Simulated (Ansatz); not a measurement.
Input:

CsNb$_{6}$S$_{8}$:
```
CELL_PARAMETERS angstrom
      9.64723     0.00000     0.00000
     -4.82361     8.35474     0.00000
      0.00000     0.00000     3.36609
ATOMIC_POSITIONS crystal
  Cs 0.00000 0.00000 0.00000
  Nb 0.48636 0.37324 0.24891
  Nb 0.51364 0.62676 0.75109
  Nb 0.62676 0.11312 0.24891
  Nb 0.37324 0.88688 0.75109
  Nb 0.88688 0.51364 0.24891
  Nb 0.11312 0.48636 0.75109
  S  0.33333 0.66667 0.25097
  S  0.66667 0.33333 0.74903
  S  0.35064 0.05984 0.25335
  S  0.64936 0.94016 0.74665
  S  0.94016 0.29079 0.25335
  S  0.05984 0.70921 0.74665
  S  0.70921 0.64936 0.25335
  S  0.29079 0.35064 0.74665
```

This is the PBEsol-relaxed structure.

All from plane-wave PAW PBEsol (Ansatz code), unless another level is named. Predict the electronic character.

metallic (no gap).

Give the density of states at the Fermi level.

0.19 states/eV per atom (mean over ±0.08 eV).

What about the formation energy from the elements (no fitted shifts)?

-1.28 eV/atom.

Predict the gap with spin–orbit coupling.

none (metallic).

Space group P-3. The first step of the workflow began from a Materials Project structure, measured or hypothetical; the Crystallography Open Database copy checked does not list it. Its standing as an ambient phase is unchecked. Symmetry was held in the PBEsol relaxation; its stability against distortions is not shown here. The run is not spin-polarised. With an odd number of electrons in the cell and no spin polarisation, the count alone makes it a metal. The references are the lowest solids computed at this level, not always the standard phases. Scalar-relativistic: spin–orbit coupling is off unless named, which matters more the heavier the elements.

Potentials: the later of the program's two PAW sets.
